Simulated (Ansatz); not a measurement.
FeSi$_{2}$ in space group I4/mcm (No. 140; Si on 8h, Fe on 4a) under volume change, PBE (plane waves, PAW; program Ansatz), shape and atoms relaxed at each volume.

```json
[
 {"V (Å³/atom)": "11.260", "E − E(relaxed) (meV/atom)": "64.9", "P (GPa)": "20.40"},
 {"V (Å³/atom)": "11.632", "E − E(relaxed) (meV/atom)": "27.1", "P (GPa)": "12.43"},
 {"V (Å³/atom)": "12.003", "E − E(relaxed) (meV/atom)": "6.4", "P (GPa)": "5.68"},
 {"V (Å³/atom)": "12.374", "E − E(relaxed) (meV/atom)": "0.0", "P (GPa)": "0.00"},
 {"V (Å³/atom)": "12.745", "E − E(relaxed) (meV/atom)": "5.7", "P (GPa)": "-4.79"},
 {"V (Å³/atom)": "13.116", "E − E(relaxed) (meV/atom)": "21.6", "P (GPa)": "-8.84"},
 {"V (Å³/atom)": "13.488", "E − E(relaxed) (meV/atom)": "46.2", "P (GPa)": "-12.24"}
]
```

What does a third-order Birch–Murnaghan fit give for V₀, B₀ and B′?

V₀ = 12.37 Å³/atom, B₀ = 174 GPa, B′ = 4.7.

A made-up cell: these elements were put on the sites of a structure type; neither database checked (COD, Materials Project) lists it. COD files the formula under space group No. 64, 123, so this cell is another polymorph or a model. Whether it is the stable phase at ambient conditions was not checked. The cell was relaxed with PBE under the symmetry of its start, as lowered by the spin order; its stability against distortions is not shown here. Magnetic state: antiferromagnetic, chosen from 5 collinear starts compared on coarse meshes (ties went to the first, and starts can fall back to one state), not a proven ground state.

Potentials: the later of the program's two PAW sets.
